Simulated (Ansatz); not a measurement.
**Zn (P6_3/mmc), two-dimensional strain map**

The calculation used DFT LDA, scalar-relativistic, plane waves, PAW in Ansatz. The runs took a 420 eV cutoff, a Γ-centred 21×21×10 mesh and Gaussian smearing (0.15 eV). No spin polarisation. Energies are free energies at this smearing, counted from the undisturbed cell; pressure is positive in compression.

The starting cell (as given, not relaxed at this level; it stands at -8.9 GPa):

```yaml
crystal:
  lattice:
    - [2.66480, 0.00000, 0.00000]
    - [-1.33240, 2.30778, 0.00000]
    - [0.00000, 0.00000, 4.94670]
  atoms:
    - { symbol: Zn, position: [0.33333, 0.66667, 0.25000] }
    - { symbol: Zn, position: [0.66667, 0.33333, 0.75000] }
```

The cell is strained by p along both x and y and by q along z, fractional coordinates fixed. Points are written (p, q).

Energy above the undisturbed cell in meV/atom (a dash: not computed):

```csv
p \ q,-0.030,0.000,0.030
-0.030,-48.7,-44.0,-32.0
0.000,-15.7,0.0,17.7
0.030,41.3,68.6,–
```

Pressure in GPa:

```
 p \ q  -0.030  0.000  0.030
-0.030    -2.2   -4.0   -5.4
 0.000    -7.5   -8.9   -9.9
 0.030   -10.7  -11.6      –
```